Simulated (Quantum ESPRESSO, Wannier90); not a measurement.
Wannierisation of Ag (bcc (W type), model phase)

```xyz
1
Lattice="-1.6557 1.6557 1.6557 1.6557 -1.6557 1.6557 1.6557 1.6557 -1.6557" Properties=species:S:1:pos:R:3 pbc="T T T"
Ag     0.0000     0.0000     0.0000
```

Materials Project entry mp-2646971; symmetrised, unrelaxed at this level. This isn't the element's usual structure (fcc); take it as a model of another phase. Level: PBEsol, spinors with spin-orbit coupling; pw.x of Quantum ESPRESSO at 66 Ry with PseudoDojo potentials, 10×10×10 k-points, Wannier90. Density: 18×18×18 mesh, cold smearing 0.01 Ry.

Base run: 18 functions from bands 9-42 of the 42 computed, start hydrogen-like Ag: s;p;d, centres 0.05 Å off the atoms, frozen window up to 1.50 eV relative to the Fermi level, outer window open. One setting was then changed (edges relative to the Fermi level; misfit to pw.x on a path, for states up to 1.0 eV relative to the Fermi level).

```tsv
run	Ω_I (Å²)	rms misfit (meV)	worst (meV)
base	13.45	5.6	107
changed	13.59	1.7	12
```

Q: Which change was made?
(A) only the lowest 26 of the kept bands
(B) no frozen window
(C) frozen window to -0.50 eV
(D) frozen window to 3.50 eV
(E) only the lowest 30 of the kept bands

A: D, frozen window to 3.50 eV. The others give:

```
run                                   Ω_I (Å²)  rms misfit (meV)  worst (meV)
------------------------------------  --------  ----------------  -----------
frozen window to -0.50 eV                13.36                20          353
no frozen window                         12.92               302          903
only the lowest 26 of the kept bands     16.65               2.3           32
only the lowest 30 of the kept bands     14.74               3.7           65
```
